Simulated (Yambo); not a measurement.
BSE-type run in Yambo on BeS (zinc blende, space group F-43m, No. 216), at zero momentum.

Quantum ESPRESSO step (LDA, PseudoDojo standard norm-conserving files, scalar-relativistic):
```
&CONTROL
  calculation = 'nscf'
  pseudo_dir = './pseudo'
  outdir = './out'
/
&SYSTEM
  ibrav = 0
  nat = 2
  ntyp = 2
  ecutwfc = 88.0
  ecutrho = 352.0
  occupations = 'fixed'
  force_symmorphic = .true.
  nbnd = 19
/
&ELECTRONS
  conv_thr = 2e-09
  diago_full_acc = .true.
  diago_thr_init = 1e-08
/
ATOMIC_SPECIES
Be 9.0122 Be.upf
S 32.0600 S.upf
CELL_PARAMETERS angstrom
  0.000000000000   2.398001356000   2.398001356000
  2.398001356000   0.000000000000   2.398001356000
  2.398001356000   2.398001356000   0.000000000000
ATOMIC_POSITIONS crystal
Be   0.000000000000   0.000000000000   0.000000000000
S   0.250000000000   0.250000000000   0.250000000000
K_POINTS automatic
6 6 6 0 0 0
```

Yambo input:
```
rim_cut
optics
bse
bss
dipoles
em1s
RandQpts= 1000000
RandGvec= 1 Ry
FFTGvecs= 40 Ry
Chimod= "HARTREE"
BSKmod= "SEX"
BSEmod= "resonant"
BSSmod= "hs"
BSENGexx= 15 Ry
BSENGBlk= 4 Ry
% KfnQP_E
 2.084 | 1.0 | 1.0 |
%
% BSEQptR
 1 | 1 |
%
% BSEBands
 3 | 8 |
%
% BEnRange
 0.0 | 12.6 | eV
%
% BDmRange
 0.15 | 0.15 | eV
%
BEnSteps= 252
% BLongDir
 1.0 | 0.0 | 0.0 |
%
BSHayTrs= -0.02
BSSNEig= 24
WRbsWF
% BndsRnXs
 2 | 15 |
%
NGsBlkXs= 4 Ry
% LongDrXs
 1.0 | 1.0 | 1.0 |
%
```

From the report:

The dimension is k points × valence × conduction bands = 216 × 3 × 3 = 1944.
```
   [SLEPC] Approach                          : Krylov-Schur
   [SLEPC] Number of requested eigenvalues   :  24
   [SLEPC] Number of eigenvalues        [NEV]:  24
    [K] Dimension                                    :  1944
    [K] Bands                                        :   3   8
    [K] Exchange res                                 : yes
    [K] Correlation res                              : yes
    [K] W interaction is bare                        : no
    [K] RL vectors exchange                          :  181
    [K] RL vectors correlation                       :   51
    [W] Matrix size                                  :   51
    [W] Bands                                        :   2  15
    [W] Coulomb Cutoff                               : none
    [W] Hxc Kernel                                   : HARTREE
```

Geometry relaxed with LDA.
